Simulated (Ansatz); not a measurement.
RbBr:
```
CELL_PARAMETERS angstrom
      0.00000     3.33381     3.33381
      3.33381     0.00000     3.33381
      3.33381     3.33381     0.00000
ATOMIC_POSITIONS crystal
  Rb 0.00000 0.00000 0.00000
  Br 0.50000 0.50000 0.50000
```

x, y and z are the axes in which the lattice vectors are written.

**Question.** Give the high-frequency dielectric tensor and the Born effective charge tensors of the independent atoms from DFPT, plane-wave PAW LDA (Ansatz code).

**Answer.** 
ε∞:
```
2.73  0.00  0.00
0.00  2.73  0.00
0.00  0.00  2.73
```
Z* of atom 1 (Rb), rows: field, columns: displacement, in e:
```
1.14  0.00  0.00
0.00  1.14  0.00
0.00  0.00  1.14
```
Z* of atom 2 (Br), rows: field, columns: displacement, in e:
```
-1.14   0.00   0.00
 0.00  -1.14   0.00
 0.00   0.00  -1.14
```

Space group Fm-3m (rock salt). Symmetry was held in the LDA relaxation. Scalar-relativistic: spin–orbit coupling is off unless named, which matters more the heavier the elements.

Potentials: the later of the program's two PAW sets.
